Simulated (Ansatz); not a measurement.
In2O3:
```cif
data_In12O18
_chemical_formula_sum 'In12 O18'
_space_group_name_H-M_alt 'R-3c :H'
_space_group_IT_number 167
_space_group_name_Hall '-R 3 2"c'
_cell_length_a 5.50773
_cell_length_b 5.50773
_cell_length_c 14.56237
_cell_angle_alpha 90.000
_cell_angle_beta 90.000
_cell_angle_gamma 120.000
loop_
_atom_site_label
_atom_site_type_symbol
_atom_site_symmetry_multiplicity
_atom_site_Wyckoff_symbol
_atom_site_fract_x
_atom_site_fract_y
_atom_site_fract_z
_atom_site_occupancy
In1 In 12 c 0.00000 0.00000 0.14295 1
O1 O 18 e 0.29660 0.29660 0.75000 1
```
(The calculation used a cell of 10 atoms; values per cell refer to that cell.)

Relaxed with r²SCAN. r²SCAN (plane waves, PAW; program Ansatz) gives a gap of 1.80 eV.

**Question.** What gap does HSE06 give on the same cell (Ansatz, PAW)?

**Answer.** 2.73 eV, 0.93 eV more. The hybrid was solved on a coarser mesh and at special points; its gap is the smallest among all of these.

```json
[
 {"k": "Γ", "v1 r²SCAN": "-0.04", "c1 r²SCAN": "1.80", "v1 HSE06": "-0.01", "c1 HSE06": "2.73"},
 {"k": "T", "v1 r²SCAN": "-0.19", "c1 r²SCAN": "4.94", "v1 HSE06": "-0.19", "c1 HSE06": "5.97"},
 {"k": "L", "v1 r²SCAN": "-0.07", "c1 r²SCAN": "5.52", "v1 HSE06": "[?]", "c1 HSE06": "[?]"},
 {"k": "F", "v1 r²SCAN": "-0.04", "c1 r²SCAN": "5.77", "v1 HSE06": "[?]", "c1 HSE06": "[?]"},
 {"k": "S0", "v1 r²SCAN": "-0.07", "c1 r²SCAN": "5.90", "v1 HSE06": "[?]", "c1 HSE06": "[?]"},
 {"k": "H0", "v1 r²SCAN": "-0.15", "c1 r²SCAN": "6.20", "v1 HSE06": "[?]", "c1 HSE06": "[?]"}
]
```

**Question.** Top valence (v1) and lowest conduction level (c1) in eV from each method's valence maximum (which need not be a listed point): supply the withheld HSE06 values.

**Answer.** 
- L, v1 HSE06: -0.08
- L, c1 HSE06: 6.59
- S0, v1 HSE06: -0.07
- S0, c1 HSE06: 6.98
- F, v1 HSE06: -0.04
- F, c1 HSE06: 6.86
- H0, v1 HSE06: -0.15
- H0, c1 HSE06: 7.29

Cost on shared cores: the r²SCAN run (SCF on a 6×6×6 mesh, then bands and DOS) very roughly 5 core-minutes, the HSE06 run (SCF on 4×4×4, then a few points) roughly 11 core-minutes; the tasks are unlike.

The workflow started from a Materials Project entry (that database holds measured and hypothetical structures alike); the Crystallography Open Database files this formula in space group No. 167, but the cells were not matched. It is not the phase usual at ambient conditions (space group No. 206). The cell was relaxed with r²SCAN under the symmetry of its start; whether a distortion lowers the energy is not shown. Scalar-relativistic: spin–orbit coupling is off unless named, which matters more the heavier the elements.

Potentials: the later of the program's two PAW sets.
